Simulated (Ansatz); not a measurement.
Computed with DFT PBE, scalar-relativistic, plane waves, PAW in Ansatz. Settings: cutoff 420 eV, Γ-centred meshes spaced at most about 0.3 Å⁻¹, and about 0.25 Å⁻¹ or finer for metals (2π included), Gaussian smearing. No spin polarisation in the final relaxations.

All energies are static (0 K, no zero-point motion).

Two forms of SnP5 were relaxed alike.

A.

Space group P4/mmm (No. 123). a = 3.951 Å, b = 3.951 Å, c = 7.686 Å, α = 90.00°, β = 90.00°, γ = 90.00°
```json
{"atom": "Sn", "site": "1b", "symmetry": "4/mmm", "x": "0.0000", "y": "0.0000", "z": "0.5000"}
{"atom": "P", "site": "2h", "symmetry": "4mm", "x": "0.5000", "y": "0.5000", "z": "0.8104"}
{"atom": "P", "site": "1d", "symmetry": "4/mmm", "x": "0.5000", "y": "0.5000", "z": "0.5000"}
{"atom": "P", "site": "2f", "symmetry": "mmm.", "x": "0.0000", "y": "0.5000", "z": "0.0000"}
```

B.

Space group F-43m (No. 216). a = 7.802 Å, b = 7.802 Å, c = 7.802 Å, α = 90.00°, β = 90.00°, γ = 90.00°
```tsv
atom	site	symmetry	x	y	z
Sn	4a	-43m	0.0000	0.0000	0.0000
P	16e	.3m	0.8971	0.3971	0.8971
P	4d	-43m	0.2500	0.2500	0.7500
```

Question: Which form is favoured at zero pressure, and by what margin per atom?

Answer: A is lower, by 140 meV/atom. A has space group P4/mmm (No. 123), 20.0 Å³/atom and no gap on its mesh; B has space group F-43m (No. 216), 19.8 Å³/atom and no gap. Counting P atoms around Sn (those within 1.25 times the shortest such distance or 1.15 times the sum of covalent radii, 1.27 where that leaves under three; the shortest distance is added where it exceeds 1.18 times the sum of covalent radii), A has Sn 4 and B has Sn 16 from 3.3 Å. A holds P–P bonds in all directions (shortest 2.39 Å); B holds P–P units of three or more atoms (shortest 2.27 Å). Even the lower one lies +0.47 eV/atom against the reference forms of the elements (uncorrected), so neither is stable at this level. In A, around Sn lie 4 P at 2.79 Å; P on a site of symmetry 4mm is surrounded by 5 P at 2.39–2.45 Å and 1 P at 2.91 Å; around P on a site of symmetry 4/mmm lie 2 P at 2.39 Å and 4 Sn at 2.79 Å; 1 more site not described. In B, Sn is surrounded by 16 P at 3.30–3.38 Å; around P on a site of symmetry 3m lie 3 P at 2.27 Å, 6 P at 3.20–3.25 Å and 3 Sn at 3.30 Å; P on a site of symmetry -43m is surrounded by 12 P at 3.20 Å and 4 Sn at 3.38 Å. Both come from invented guesses. A third cell relaxed alike, in P6/mmm, lies 48 meV/atom below the lower of the two.

In P4/mmm, F-43m an odd number of electrons in the primitive cell allows no gap without spin; a larger cell or a magnetic state could open one. A magnetic state wasn't ruled out in cells without spin, among them P4/mmm, F-43m. Cells relaxed within their symmetry can be saddle points.
